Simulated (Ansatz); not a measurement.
Consider the following.

Mg₄Te₃S:
```
Mg4Te3S
1.0
    4.42764     0.00000     0.00000
    0.00000     8.91760     0.00000
    0.00000     0.00000     6.20212
Mg Te S
4 3 1
Direct
  0.00000   0.27369   0.98172
  0.00000   0.72631   0.98172
  0.50000   0.00000   0.48512
  0.50000   0.50000   0.54617
  0.50000   0.26420   0.25107
  0.50000   0.73580   0.25107
  0.00000   0.00000   0.75459
  0.00000   0.50000   0.74853
```

This is the r²SCAN-relaxed structure.

All from DFT-r²SCAN in the program Ansatz with PAW potentials, unless another level is named. Give the gap with spin–orbit coupling.

2.29 eV.

Next, the hole effective mass?

0.28, 1.4, 2.9 mₑ (principal values).

Give the formation energy from the elements (no fitted shifts).

-113 kJ/mol of atoms.

Space group Pmm2. The first step of the workflow began from a Materials Project structure, measured or hypothetical; the Crystallography Open Database copy checked does not list it. Its standing as an ambient phase is unchecked. Symmetry was held in the r²SCAN relaxation; whether a distortion lowers the energy is not shown. The references are the lowest solids computed at this level, not always the standard phases. Spin–orbit coupling is left out wherever it is not named.

Potentials: the later of the program's two PAW sets.
